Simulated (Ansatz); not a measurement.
TaSi: one input, then a changed one

The structure comes from a relaxation in the same program, started in the zincblende type. Whether it is a known phase or the ground state wasn't checked. The listed cell was then made from it by scaling, straining or moving an atom.

First run: DFT, PBE, PAW with Ansatz's default frozen-core files, scalar-relativistic (Ansatz 0.2.0).

Command: `ansatz run input.yaml --threads 1 --pin off --max-ram 2048MiB --backend cpu --events-out ev --progress --plain --runs-dir out` The run took 6.9 s on 1 thread of Arm Neoverse V1, on a shared host, peak memory 0.41 GiB.

```yaml
crystal:
  lattice:
    - [0.0, 2.8997263023, 2.8563393293]
    - [2.8997263023, 0.0, 2.8563393293]
    - [2.8997263023, 2.8997263023, 0.0]
  atoms:
    - { symbol: Ta, position: [0.0, 0.0, 0.0] }
    - { symbol: Si, position: [0.25, 0.25, 0.25] }
kpoints:
  mp_grid: { grid: [10, 10, 10] }
scf:
  occupations: { method: fermi_dirac, width: 0.08 }
hamiltonian:
  xc: pbe
  pseudopotentials: { kind: paw }
output:
  forces: true
  stress: true
  eigenvalues: true
  efg: { contact_densities: true }
```

Result: converged; pressure -0.02 GPa; 6 SCF iterations.

Spin polarisation is left out, and whether a magnetic state lies lower isn't shown here.

Spin–orbit coupling is left out, though it moves levels of the heavy atoms by tenths of an eV or more.

A second input differs as follows:

```diff
@@ -10,5 +10,5 @@
   mp_grid: { grid: [10, 10, 10] }
 scf:
-  occupations: { method: fermi_dirac, width: 0.08 }
+  max_iter: 80
 hamiltonian:
   xc: pbe
```

Q: What is wrong with it, and what does the program do?

A: The fault is no occupation method. The run refused before any iteration. The log ends:
```
Error: YAML parse error: `scf.occupations.method` is required: fixed only where the cell keeps a band gap throughout the run, explicit beside scf.occupations.values (under evaluate: without them), else a smearing such as fermi_dirac (scf.occupations.width is optional; its entry in the input reference gives the default)
```
